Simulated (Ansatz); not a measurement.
Clean, relaxed (001) surface of TiAl, space group P4/mmm (No. 123) (top face towards +c; atoms held fixed, by place in the list: 1, 2, 3, 4, 5, 6, 7, 8):

```
CELL_PARAMETERS angstrom
5.62112 0.00000 0.00000
0.00000 5.62112 0.00000
0.00000 0.00000 23.09750
ATOMIC_POSITIONS crystal
Al 0.25000 0.25000 0.36801
Al 0.25000 0.75000 0.36801
Al 0.75000 0.25000 0.36801
Al 0.75000 0.75000 0.36801
Ti 0.00000 0.00000 0.45600
Ti 0.00000 0.50000 0.45600
Ti 0.50000 0.00000 0.45600
Ti 0.50000 0.50000 0.45600
Al 0.25000 0.25000 0.54512
Al 0.25000 0.75000 0.54512
Al 0.75000 0.25000 0.54512
Al 0.75000 0.75000 0.54512
Ti 0.00000 0.00000 0.62905
Ti 0.00000 0.50000 0.62905
Ti 0.50000 0.00000 0.62905
Ti 0.50000 0.50000 0.62905
```

Method: DFT r2SCAN, scalar-relativistic, plane waves, PAW (Ansatz). Cutoff 500 eV; k points 5×5×1 on the computed 16-atom cell (Γ-centred); Gaussian smearing, width 0.10 eV; no spin polarisation. The cell repeats along c with a dipole correction in the vacuum.

The adsorption energy is E(slab + adsorbate) − E(slab) − E(free adsorbate, spin-polarised where open-shell). With the adsorbate the cell is lengthened along c to keep the vacuum.

Question: Au (atom) is put on the top face (one adsorbate per 31.6 Å²) at each of these sites and relaxed. Order them from strongest to weakest binding.
A. bridge (Ti-Ti) at (0.00, 0.25)
B. top (Ti) at (0.00, 0.00)

Answer: A (-4.36 eV), B (-3.74 eV).

Each end is the local minimum or symmetric point that its start leads to. The slab is only 6.1 Å thick, so the energies aren't converged with thickness.

The adsorbed runs have no spin polarisation, so weakly bound open-shell ends lie too high.